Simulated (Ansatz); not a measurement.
The relaxed structure here is a generated cell of YGe2: the first start was made by placing the elements on the sites of a structure type, and the end was not matched to a known phase here, so it may be hypothetical.

Relaxation of a generated cell, YGe2 placed in the Al2Cu structure type; 6 atoms in the cell, which starts as I4/mcm (No. 140), tI12; a = b = 8.2575 Å, c = 6.6443 Å, α = β = γ = 90.00°. Calculation: r2SCAN (plane waves to 500 eV, PAW, scalar-relativistic; Ansatz, an electronic-structure program). Γ-centred k-mesh 5×5×5 on the run's cell (coarser than for final values), Fermi–Dirac smearing 0.05 eV. This is the first round of the run. 

The optimiser's lines from the output (shortened; P is positive under compression):

```
relax step   1: F+E_penalty+E_count = -24926.11867946 eV  Δ(F+E_penalty+E_count) = +0.000e0 eV  max|allowed force component| = 4.192e-1 eV/Å  Δτ_max = 0.0000 Å  P = -10.317 GPa  Ω = 226.525 Å³  (9 SCF iters, dr2 threshold 1.00e-7 eV, accepted)
relax step   2: F+E_penalty+E_count = -24928.06138205 eV  Δ(F+E_penalty+E_count) = -1.943e0 eV  max|allowed force component| = 4.864e-1 eV/Å  Δτ_max = 0.0539 Å  P = -9.818 GPa  Ω = 201.111 Å³  (8 SCF iters, dr2 threshold 6.00e-7 eV, accepted)
relax step   3: F+E_penalty+E_count = -24929.78752125 eV  Δ(F+E_penalty+E_count) = -1.726e0 eV  max|allowed force component| = 4.990e-1 eV/Å  Δτ_max = 0.0838 Å  P = -7.674 GPa  Ω = 177.976 Å³  (8 SCF iters, dr2 threshold 6.00e-7 eV, accepted)
relax step   4: F+E_penalty+E_count = -24931.00376153 eV  Δ(F+E_penalty+E_count) = -1.216e0 eV  max|allowed force component| = 4.129e-1 eV/Å  Δτ_max = 0.1186 Å  P = -3.094 GPa  Ω = 158.253 Å³  (8 SCF iters, dr2 threshold 6.00e-7 eV, accepted)
relax step   5: F+E_penalty+E_count = -24931.68720344 eV  Δ(F+E_penalty+E_count) = -6.834e-1 eV  max|allowed force component| = 1.955e-1 eV/Å  Δτ_max = 0.1944 Å  P = +0.833 GPa  Ω = 148.943 Å³  (9 SCF iters, dr2 threshold 6.00e-7 eV, accepted)
relax step   6: F+E_penalty+E_count = -24932.03352288 eV  Δ(F+E_penalty+E_count) = -3.463e-1 eV  max|allowed force component| = 1.832e-1 eV/Å  Δτ_max = 0.1332 Å  P = +0.791 GPa  Ω = 148.898 Å³  (7 SCF iters, dr2 threshold 6.00e-7 eV, accepted)
relax step   7: F+E_penalty+E_count = -24932.30133316 eV  Δ(F+E_penalty+E_count) = -2.678e-1 eV  max|allowed force component| = 9.736e-2 eV/Å  Δτ_max = 0.1711 Å  P = +0.160 GPa  Ω = 149.984 Å³  (8 SCF iters, dr2 threshold 6.00e-7 eV, accepted)
relax step   8: F+E_penalty+E_count = -24932.68331269 eV  Δ(F+E_penalty+E_count) = -3.820e-1 eV  max|allowed force component| = 6.791e-2 eV/Å  Δτ_max = 0.0778 Å  P = +0.437 GPa  Ω = 146.842 Å³  (7 SCF iters, dr2 threshold 6.00e-7 eV, accepted)
relax step   9: F+E_penalty+E_count = -24933.36849555 eV  Δ(F+E_penalty+E_count) = -6.852e-1 eV  max|allowed force component| = 6.231e-2 eV/Å  Δτ_max = 0.0268 Å  P = +1.456 GPa  Ω = 141.924 Å³  (6 SCF iters, dr2 threshold 6.00e-7 eV, accepted)
relax step  10: F+E_penalty+E_count = -24933.93914253 eV  Δ(F+E_penalty+E_count) = -5.706e-1 eV  max|allowed force component| = 3.446e-2 eV/Å  Δτ_max = 0.0704 Å  P = +2.314 GPa  Ω = 138.136 Å³  (7 SCF iters, dr2 threshold 6.00e-7 eV, accepted)
relax step  11: F+E_penalty+E_count = -24934.23702552 eV  Δ(F+E_penalty+E_count) = -2.979e-1 eV  max|allowed force component| = 2.696e-2 eV/Å  Δτ_max = 0.0364 Å  P = +1.491 GPa  Ω = 137.805 Å³  (6 SCF iters, dr2 threshold 6.00e-7 eV, accepted)
relax step  12: F+E_penalty+E_count = -24934.32820971 eV  Δ(F+E_penalty+E_count) = -9.118e-2 eV  max|allowed force component| = 9.559e-3 eV/Å  Δτ_max = 0.0806 Å  P = -0.508 GPa  Ω = 139.720 Å³  (6 SCF iters, dr2 threshold 6.00e-7 eV, accepted)
relax step  13: F+E_penalty+E_count = -24934.32934914 eV  Δ(F+E_penalty+E_count) = -1.139e-3 eV  max|allowed force component| = 2.914e-3 eV/Å  Δτ_max = 0.0189 Å  P = +0.393 GPa  Ω = 138.054 Å³  (5 SCF iters, dr2 threshold 6.00e-7 eV, accepted)
relax step  14: F+E_penalty+E_count = -24934.33039936 eV  Δ(F+E_penalty+E_count) = -1.050e-3 eV  max|allowed force component| = 1.766e-3 eV/Å  Δτ_max = 0.0035 Å  P = +0.004 GPa  Ω = 138.854 Å³  (5 SCF iters, dr2 threshold 5.74e-7 eV, accepted)
relax step  15: F+E_penalty+E_count = -24934.37519488 eV  Δ(F+E_penalty+E_count) = -4.480e-2 eV  max|allowed force component| = 1.763e-3 eV/Å  Δτ_max = 0.0000 Å  P = +0.488 GPa  Ω = 138.854 Å³  stress off target by 1.49e0 GPa  SCF on the basis re-selected at this cell (its energy is not comparable with the rows above)  (8 SCF iters)
relax step  16: F+E_penalty+E_count = -24934.38109247 eV  Δ(F+E_penalty+E_count) = -5.898e-3 eV  max|allowed force component| = 7.320e-4 eV/Å  Δτ_max = 0.0031 Å  P = +0.118 GPa  Ω = 139.314 Å³  (5 SCF iters, dr2 threshold 6.00e-7 eV, accepted)
relax step  17: F+E_penalty+E_count = -24934.38138211 eV  Δ(F+E_penalty+E_count) = -2.896e-4 eV  max|allowed force component| = 2.631e-5 eV/Å  Δτ_max = 0.0021 Å  P = +0.003 GPa  Ω = 139.465 Å³  (4 SCF iters, dr2 threshold 3.04e-7 eV, accepted)
relax step  18: F+E_penalty+E_count = -24934.38159108 eV  Δ(F+E_penalty+E_count) = -2.090e-4 eV  max|allowed force component| = 1.270e-5 eV/Å  Δτ_max = 0.0000 Å  P = +0.004 GPa  Ω = 139.465 Å³  stress off target by 4.53e-3 GPa  SCF on the basis re-selected at this cell (its energy is not comparable with the rows above)  (6 SCF iters)
```

From the first to the last row the energy changes by -1.38 eV/atom and the volume by -38.4 %. The last row is marked as not comparable with the walk above it, whose basis was carried along; it does compare with step 1, since both stand on a basis selected at the nominal cutoff for their own cell.

Energy and pressure jump between steps 14 and 15 at one geometry, where the plane-wave basis was selected anew. While the cell walks, the set of plane waves is carried along, so its effective cutoff drifts with the strain; re-selecting it at 500 eV moved the energy by -0.007 eV/atom and the pressure by 0.5 GPa. Only step 1 and rows on a re-selected basis compare with each other.

Later rounds, restarted from the end of this one on a renewed k-mesh, logged 6 more steps. The final structure after all rounds: P4/mmm (No. 123), tP3; a = b = 3.952 Å, c = 4.460 Å, α = β = γ = 90.00°. Between re-selections the logged energies stand on a plane-wave basis carried along with the cell. No spin polarisation in the result. The relaxed primitive cell holds an odd number of electrons. A magnetic state may lie lower.

The run could not lower the symmetry of its start; a shaken copy of this end point relaxes with r2SCAN to Amm2 (No. 38), 0.02 eV/atom lower.
